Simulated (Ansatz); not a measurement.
Al:
```cif
data_Al4
_chemical_formula_sum 'Al4'
_space_group_name_H-M_alt 'P63/mmc'
_space_group_IT_number 194
_space_group_name_Hall '-P 6c 2c'
_cell_length_a 2.81870
_cell_length_b 2.81870
_cell_length_c 9.22320
_cell_angle_alpha 90.000
_cell_angle_beta 90.000
_cell_angle_gamma 120.000
loop_
_atom_site_label
_atom_site_type_symbol
_atom_site_symmetry_multiplicity
_atom_site_Wyckoff_symbol
_atom_site_fract_x
_atom_site_fract_y
_atom_site_fract_z
_atom_site_occupancy
Al1 Al 2 a 0.00000 0.00000 0.00000 1
Al2 Al 2 c 0.33333 0.66667 0.25000 1
```

This is the LDA-relaxed structure.

Question: All from the program Ansatz at the LDA level (PAW), unless another level is named. Predict the Hill bulk and shear moduli.

Answer: 82.8 and 31.8 GPa.

Question: What about the highest zone-centre frequency?

Answer: 331 cm⁻¹.

Space group P6_3/mmc (dhcp (α-La type)). The workflow started from a Materials Project entry (that database holds measured and hypothetical structures alike); the Crystallography Open Database copy checked does not list it. It is not the phase usual at ambient conditions (space group No. 225). Symmetry was held in the LDA relaxation; of distortions, only those at the zone centre were tested. As this level gives no gap, shear constants depend on the k-mesh and smearing (Fermi–Dirac, 0.1 eV here). As this level gives no gap, phonon frequencies hold no LO–TO term and depend on the k-mesh and smearing (Fermi–Dirac, 0.1 eV here).

Potentials: the earlier of the program's two PAW sets.
